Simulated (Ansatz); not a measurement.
## Course of a relaxation: GeAs5

A trial structure of GeAs5 was built thus: random cell by space group and Wyckoff sites (P6/mmm, No. 191). The dimensions are guesses.

```
Ge As
1.0
     4.17510    0.00000    0.00000
    -2.08755    3.61574    0.00000
     0.00000    0.00000   10.65068
Ge As
1 5
Cartesian
  0.0000 0.0000 0.0000
  0.0000 0.0000 5.3253
  0.0000 2.4105 0.0000
  2.0875 1.2052 0.0000
  0.0000 0.0000 7.7315
  0.0000 0.0000 2.9192
```

Method: DFT PBE, scalar-relativistic, plane waves, PAW (Ansatz 0.2.0). Cutoff 420 eV, Gaussian smearing, Γ-centred meshes. Cell and atoms relax first on a coarse mesh and then on a finer one. In between, the cell is made exact in the group found at 0.06 Å. In metals the finer mesh still leaves noise of several meV/atom or more. The steps can't lower the symmetry of their start. No spin polarisation.

Steps on the 6×6×2 mesh (6 atoms, 11 steps). The free energy counts from the last step; the plane-wave basis is renewed at times, which shifts energy and pressure.

```csv
step,ΔF (meV/atom),V (Å³/atom),P (GPa),largest force component (eV/Å)
1,544.4,26.80,12.75,1.220
2,210.5,28.88,6.66,0.503
3,62.3,30.68,3.28,0.406
4,25.6,32.14,0.70,0.314
5,12.7,32.85,-0.40,0.319
6,10.9,32.76,-0.37,0.213
7,9.4,32.33,-0.03,0.069
8,9.3,32.34,0.00,0.011
9,0.9,32.34,0.46,0.008
10,0.0,32.72,0.12,0.004
11,0.0,32.72,0.12,0.004
```

The relaxed structure, after a last relaxation on the converged mesh:

```yaml
crystal:
  lattice:
    - [4.85140, 0.00000, 0.00000]
    - [-2.42570, 4.20143, 0.00000]
    - [0.00000, 0.00000, 9.73427]
  atoms:
    - { symbol: Ge, position: [0.00000, 0.00000, 0.00000] }
    - { symbol: As, position: [0.00000, 0.00000, 0.50000] }
    - { symbol: As, position: [0.33333, 0.66667, 0.00000] }
    - { symbol: As, position: [0.66667, 0.33333, 0.00000] }
    - { symbol: As, position: [0.00000, 0.00000, 0.73409] }
    - { symbol: As, position: [0.00000, 0.00000, 0.26591] }
```

The symmetry stays P6/mmm (No. 191). The volume per atom grows by 23.4 %, from 26.8 to 33.1 Å³. The shortest distance goes from 2.41 Å (As–As) to 2.28 Å (As–As). The ratio c/a of the conventional cell changes by a factor of 0.79. The energy falls by about 0.50 eV/atom (the start's value is from the coarse mesh). Ge is surrounded by 2 As at 2.59 Å and 6 As at 2.80 Å; around As on a site of symmetry 6/mmm lie 2 As at 2.28 Å; around As on a site of symmetry -6m2 lie 3 Ge at 2.80 Å and 3 As at 2.80 Å; 1 more site not described.

```json
{"Volume per atom": "33.07 Å³", "Density": "3.74 g/cm³", "Formation energy": "+0.85 eV/atom", "Gap on the 12×12×4 mesh of the 6-atom cell": "0 eV (a metal)"}
```

The zero of energy is the elements' standard structures at the same level; no fitted shifts are applied.

The last run used Gaussian smearing of 0.10 eV. An odd number of electrons in the primitive cell allows no gap without spin; a larger cell or a magnetic state could open one. The cell is a metal run without spin; a magnetic state may lie lower. The reference form of As is held partly by dispersion forces, which this level lacks. A structure relaxed within its symmetry needn't be a true minimum. In all, the 3 runs took 4.2 min on 1 thread of Intel(R) Xeon(R) 6975P-C (Granite Rapids) (shared host). Another cell of GeAs5 relaxed alike, in P6/mmm, lies 0.45 eV/atom lower, so this cell isn't the stable form at this level.
